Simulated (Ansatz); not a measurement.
**Does relaxation matter for the field gradients of WS2 with Ta replacing W?**

Start: a supercell of WS2 (space group P6_3/mmc) built from a structure deposited in the COD (the entry's cell lengths or inner coordinates differ somewhat from later room-temperature determinations), with all atoms left at the host's positions.

Space group P-6m2 (No. 187); a = 6.3600, c = 12.5000 Å, γ = 120.00°.

| site | Wyckoff | site symmetry | x | y | z |
| --- | --- | --- | --- | --- | --- |
| Ta | 1a | -6m2 | 0.0000 | 0.0000 | 0.0000 |
| W2 | 3j | mm2 | 0.0000 | 0.5000 | 0.0000 |
| W5 | 3k | mm2 | 0.1667 | 0.8333 | 0.5000 |
| W8 | 1f | -6m2 | 0.6667 | 0.3333 | 0.5000 |
| S9 | 2g | 3m. | 0.0000 | 0.0000 | 0.3750 |
| S10 | 6n | .m. | 0.0000 | 0.5000 | 0.3750 |
| S13 | 6n | .m. | 0.1667 | 0.8333 | 0.8750 |
| S16 | 2i | 3m. | 0.6667 | 0.3333 | 0.8750 |

One atom of each set is listed.

The numbers come from a DFT calculation in Ansatz (PBE, plane waves and PAW, scalar-relativistic, 420 eV cutoff, Γ-centred 4×4×2 k-points, Fermi–Dirac smearing 0.01 eV, cell charge +1).

The largest force at the start is 0.53 eV/Å. Relaxing the ions at fixed cell moves them by 0.028 Å at most (atom 23, S) and 0.014 Å rms.

```
site  moved (Å)             first shell before              first shell after  V_zz before (10²¹ V/m²)  η before
  Ta      0.000                  6 S at 2.41 Å                  6 S at 2.44 Å                   -19.45      0.00
  W2      0.006                  6 S at 2.41 Å             6 S at 2.41–2.42 Å                   -17.24      0.45
  W5      0.000                  6 S at 2.41 Å                  6 S at 2.41 Å                   -16.10      0.00
  W8      0.000                  6 S at 2.41 Å                  6 S at 2.41 Å                   -15.83      0.00
  S9      0.001                  3 W at 2.41 Å                  3 W at 2.41 Å                    -4.24      0.00
 S10      0.001                  3 W at 2.41 Å                  3 W at 2.41 Å                    -4.10      0.00
 S13      0.028  2 W at 2.41 Å, 1 Ta at 2.41 Å  2 W at 2.41 Å, 1 Ta at 2.44 Å                    -4.93      0.61
 S16      0.000                  3 W at 2.41 Å                  3 W at 2.42 Å                    -4.63      0.00
```

Question: What are V_zz and η after the relaxation?

Answer: 

```tsv
site	V_zz after	η after	change of V_zz
Ta	-17.18	0.00	+2.27
W2	-17.20	0.41	+0.04
W5	-16.06	0.00	+0.04
W8	-15.65	0.00	+0.18
S9	-4.24	0.00	0.00
S10	-4.06	0.00	+0.04
S13	-4.48	0.62	+0.45
S16	-4.60	0.00	+0.03
```

The largest change of V_zz is on Ta, from -19.45 to -17.18. In per cent, |V_zz| changes by -12 on Ta, -1 to 0 on W, -9 to 0 on S (all sites that start above 2).

The run isn't spin-polarised, and a state with spin may lie lower. The defect repeats with the cell of 24 atoms, so it feels its images: sites between two images don't show the values beside a lone defect, and zeros or small values of η there can come from the images' arrangement. S and W carry a gradient in the pure host already, so the values there aren't the defect's effect alone. A uniform background compensates the cell's charge. The defect cell has no gap above 0.1 eV on its mesh, so the values can hang on the smearing and the k-mesh. Without spin–orbit coupling the gradients at and beside Ta and W can be off by some per cent, at some sites by more. With these PAW files V_zz is typically within 2 to 3 % of all-electron values, but misses above 10 % occur on Ta.
Before: The neighbours have not yet relaxed around the defect (largest force 0.53 eV/Å), so a real crystal will differ.
After: The relaxation keeps the site symmetry -6m2 of the start, so the impurity can't leave its site; a distortion that would localise the partly filled state isn't explored.
